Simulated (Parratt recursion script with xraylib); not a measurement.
**Thickness fringes of films on SiO2 (X-ray reflectivity)**

Method: specular X-ray reflectivity, Parratt recursion, Névot-Croce roughness, xraylib tables (Parratt recursion script with xraylib 4.3.0).

Photon energy 8.048 keV (λ = 1.5406 Å), s polarisation. The grazing angle θ is scanned from 0.05° to 2.5° in 900 evenly spaced points, and the curve is smoothed with a Gaussian of 0.004° full width. A minimum is a scan point below both neighbours, placed by a parabola through ln R at the three points.

Each run is one film on SiO2 (density 2.632 g/cm³, δ = 8.524 × 10⁻⁶, rms roughness 2.1 Å) under vacuum. The film surface has an rms roughness of 3 Å in all runs. The refractive index is n = 1 − δ + iβ. The table lists all minima between 0.6 and 2.1°.

```
run  film  thickness d (Å)  density (g/cm³)  δ (10⁻⁶)  β (10⁻⁶)                                                minima at θ (°)
---  ----  ---------------  ---------------  --------  --------  -------------------------------------------------------------
A    SnO2              200            6.186     17.39     1.489                0.748, 0.949, 1.158, 1.370, 1.585, 1.801, 2.018
B    SnO2              250            6.186     17.39     1.489  0.632, 0.786, 0.948, 1.115, 1.284, 1.455, 1.627, 1.800, 1.974
C    SnO2              160            6.186     17.39     1.489                                                              ?
```

Densities are inputs, not measurements. They were set from computed cells of the Materials Project: SnO2 from entry mp-856 (P4₂/mnm, 6.873 g/cm³, taken at 90 %); SiO2 from entry mp-6930 (P3₂21, 2.632 g/cm³). A layer's crystal structure does not enter its constants, only its composition and density.

**Question.** How many minima does run C have between 0.6 and 2.1°, and where?

**Answer.** Inside a film the fringe order is m = (2d/λ)(sin²θ − 2δ)^½, with the film's own δ. Where the film's δ lies above the substrate's, its two faces reflect with opposite signs, and minima are expected at whole m.

- Run A, δ above the substrate's: the minima give m = 3.02, 4.02, 5.02, 6.02, 7.02, 8.02, 9.01.
- Run B, δ above the substrate's: the minima give m = 3.03, 4.02, 5.02, 6.02, 7.02, 8.02, 9.01, 10.01, 11.01.

In run C the film's δ lies above the substrate's, so take whole m. The window runs from m = 1.80 to 7.51 and holds m = 2, 3, 4, 5, 6, 7. Then sin²θ = 2δ + (mλ/2d)² gives θ = 0.647, 0.894, 1.154, 1.420, 1.689, 1.961°.

The run has 6 minima, at 0.653, 0.899, 1.159, 1.425, 1.694, 1.965°. The largest distance from one of them to an estimated minimum is 0.006°, against a mean spacing of 0.262°.
